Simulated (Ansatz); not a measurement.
### Question
Each is relaxed and computed with DFT-r²SCAN in the program Ansatz with PAW potentials. Which is the only metal?
A. CsEuCl3, cubic perovskite
B. BaTiO3, cubic perovskite
C. YbBPd3, cubic perovskite
D. BP, zinc blende

### Answer
C, YbBPd3, cubic perovskite. YbBPd3: metal; BaTiO3: gap 2.17 eV (indirect); CsEuCl3: gap 1.12 eV (direct); BP: gap 1.41 eV (indirect). Caveat: open 4f shells can settle in a state that is not the lowest. Spin orders computed, not proven ground states: YbBPd3, cubic perovskite ferromagnetic; CsEuCl3, cubic perovskite ferromagnetic. Not the usual ambient phase: BaTiO3, cubic perovskite. Standing as an ambient phase not checked: YbBPd3, cubic perovskite; CsEuCl3, cubic perovskite. Unstable at this level: BaTiO3, cubic perovskite. All cells were relaxed under the symmetry of their starts (and spin orders); stability against distortions was not tested throughout. Rows with no word on spin ran without spin polarisation. No Hubbard U is applied. Spin–orbit coupling is left out wherever it is not named.

Potentials: the later of the program's two PAW sets.
